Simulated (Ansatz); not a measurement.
Question: Bulk modulus by a P(V) fit from PBE minus that from r²SCAN (% of the latter), each on its own relaxed cell (Ansatz, an electronic-structure program, plane waves, PAW; no spin–orbit coupling, no Hubbard U), over 13 phases of the class «hydrides and hydroxides»: what sign and size do you expect?

Answer: Mean -7 %, median -6 %, mean absolute 7 %; eight in ten lie between -11 and -4 %, and 8 % are above zero.

Some cases that may be named, with their rank among the 13 from the lowest: MgH2, rutile -6 % (rank 7); NaH, rock salt -5 % (rank 11); LiH, rock salt 0 % (rank 13).

The phases are those computed here (of each formula those with measured values and the lowest at some level), not a balanced benchmark, and neither functional is the truth. Pairs that end in unlike spin orders or unlike minima (c/a over 6 % apart, 30 % for weakly bound crystals), magnets with 4f shells, solids of gases and phases set aside for tests are left out.

All cells were relaxed under the symmetry of their starts (and spin orders); stability against distortions was not tested throughout.

Potentials: the later of the program's two PAW sets.

Ansatz is a plane-wave DFT program.
